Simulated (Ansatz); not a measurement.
Starting cell, AlN (wurtzite):

```
AlN
1.0
    3.11382     0.00000     0.00000
   -1.55691     2.69665     0.00000
    0.00000     0.00000     4.98358
Al N
2 2
Direct
  0.33333   0.66667   0.99641
  0.66667   0.33333   0.49641
  0.33333   0.66667   0.37839
  0.66667   0.33333   0.87839
```

In this cell atom 2 (Al, nearest neighbour N at 1.892 Å; its periodic images, 3.1 Å or more away, move with it) is moved by u·(1.000, 0.000, 0.000) + v·(0.000, 1.000, 0.000); the rest is frozen.

Calculation: PBEsol (plane waves to 420 eV, PAW, scalar-relativistic; Ansatz, a program for electronic structure). k mesh 10×10×6 (Γ-centred), Fermi-Dirac smearing 0.05 eV. Energies are smeared free energies. Points where atoms come too close for the PAW data are left out (x in tables, blank in figures). AlN was relaxed with its symmetry unable to fall.

Changes of ΔE (meV/cell) from the point u = 0.000 Å, v = 0.000 Å when one coordinate moves alone (two changes are said to add if the coupling is within 5 % of the smaller one, nearly so within 20 %):

```
point                      change
-------------------------  ------
u = 0.000 Å, v = -0.470 Å  3157.5
u = 0.000 Å, v = -0.235 Å   566.2
u = -0.470 Å, v = 0.000 Å  2025.4
u = -0.235 Å, v = 0.000 Å   448.7
u = 0.235 Å, v = 0.000 Å    448.7
u = 0.470 Å, v = 0.000 Å   2025.4
u = 0.000 Å, v = 0.235 Å    333.2
u = 0.000 Å, v = 0.470 Å   1025.8
```

Do the two effects add at u = 0.235 Å, v = -0.235 Å? Give the computed change.

The sum of the single changes is 448.7 + (566.2) = 1014.9; the calculation gives 696.7, so the coupling contributes -318.2 (over 20 % of the smaller single change, not additive).

Do the two effects add at u = -0.470 Å, v = -0.470 Å? Give the computed change.

The sum of the single changes is 2025.4 + (3157.5) = 5182.9; the calculation gives 2385.6, so the coupling contributes -2797.3 (over 20 % of the smaller single change, not additive).

Do the two effects add at u = -0.235 Å, v = 0.470 Å? Give the computed change.

The sum of the single changes is 448.7 + (1025.8) = 1474.5; the calculation gives 2350.5, so the coupling contributes 876.0 (over 20 % of the smaller single change, not additive).

(A displaced cell: forces are minus the slopes of the energy, force constants its curvatures, and phonons follow from these.)
